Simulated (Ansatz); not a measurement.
AlInN2 in space group P3m1 (No. 156; In on 1b, N on 1b, Al on 1c, N on 1c), PBE (plane waves, PAW; program Ansatz), all energies at zero smearing, with the estimated change up to a 700 eV cutoff added, with one set of potentials and settings (totals compare only within such a set). Cell of 4 atoms (1 In, 2 N, 1 Al): -6905.458 eV.

| element | reference phase | E (eV/atom) |
|---|---|---|
| In | I4/mmm, 1 atoms in the cell | -5597.9156 |
| N | Pa-3, 8 atoms in the cell | -384.0342 |
| Al | Fm-3m, 1 atoms in the cell | -537.5055 |

Formation energy per atom, worked out: (-6905.458 − 1×(-5597.9156) − 2×(-384.0342) − 1×(-537.5055))/4 = -0.492 eV/atom (-47 kJ per mol of atoms), at 0 K, without zero-point energy or fitted corrections.

The start of the workflow was typed in or built on a structure type; neither database checked (COD, Materials Project) lists it. Its standing as an ambient phase is unchecked. The cell was relaxed with PBE under the symmetry of its start; whether a distortion lowers the energy is not shown. The references are the lowest solids computed at this level, not always the standard phases (solids in place of the gases).

Potentials: the earlier of the program's two PAW sets.
